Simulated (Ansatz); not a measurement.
## Electric field gradients in BiBrO

These are results of DFT LDA, scalar-relativistic, plane waves, PAW in Ansatz, not measurements. Settings: 420 eV plane-wave cutoff, Γ-centred 8×8×4 mesh, fixed occupations. No spin polarisation.

Equilibrium structure at this level:
```yaml
crystal:
  lattice:
    - [3.88286, 0.00000, 0.00000]
    - [0.00000, 3.88286, 0.00000]
    - [0.00000, 0.00000, 7.88591]
  atoms:
    - { symbol: Bi, position: [0.00000, 0.50000, 0.15758] }
    - { symbol: Bi, position: [0.50000, 0.00000, 0.84242] }
    - { symbol: Br, position: [0.00000, 0.50000, 0.65169] }
    - { symbol: Br, position: [0.50000, 0.00000, 0.34831] }
    - { symbol: O, position: [0.00000, 0.00000, 0.00000] }
    - { symbol: O, position: [0.50000, 0.50000, 0.00000] }
```

Spin–orbit coupling is left out, which matters for gradients at heavy nuclei.

Give V_zz (10²¹ V/m²) and the asymmetry η at each distinct site.

## Answers

```json
{"atom": "Bi (atom 1)", "V_zz": "-7.73", "η": "0.00"}
{"atom": "Br (atom 3)", "V_zz": "-5.60", "η": "0.00"}
{"atom": "O (atom 5)", "V_zz": "-0.438", "η": "0.00"}
```

Cost: 1 run of about 0.18 core-minutes, on Arm Neoverse V1 (shared hosts).